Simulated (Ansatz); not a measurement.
Question: Each is relaxed and computed with DFT-r²SCAN in the program Ansatz with PAW potentials. Which is the only one with a gap?
A) LaCoN3, C2/m (Pearson symbol mS20)
B) AlCo2Si2, P-3m1 (Al on 1a, Co on 2d, Si on 2d)
C) LaCoSi3, I4mm (La on 2a, Co on 2a, Si on 2a, Si on 4b)
D) LaCoSi, P4/nmm (La on 2c, Co on 2a, Si on 2c)

Answer: A, LaCoN3, C2/m (Pearson symbol mS20). LaCoN3: gap 0.68 eV (indirect); LaCoSi: metal; LaCoSi3: metal; AlCo2Si2: metal. Spin orders computed, not proven ground states: LaCoSi, P4/nmm (La on 2c, Co on 2a, Si on 2c) ferromagnetic. Standing as an ambient phase not checked: LaCoN3, C2/m (Pearson symbol mS20); LaCoSi, P4/nmm (La on 2c, Co on 2a, Si on 2c); LaCoSi3, I4mm (La on 2a, Co on 2a, Si on 2a, Si on 4b); AlCo2Si2, P-3m1 (Al on 1a, Co on 2d, Si on 2d). All cells were relaxed under the symmetry of their starts (and spin orders); stability against distortions was not tested throughout. Rows with no word on spin ran without spin polarisation. Spin–orbit coupling is left out wherever it is not named.

Potentials: the later of the program's two PAW sets.
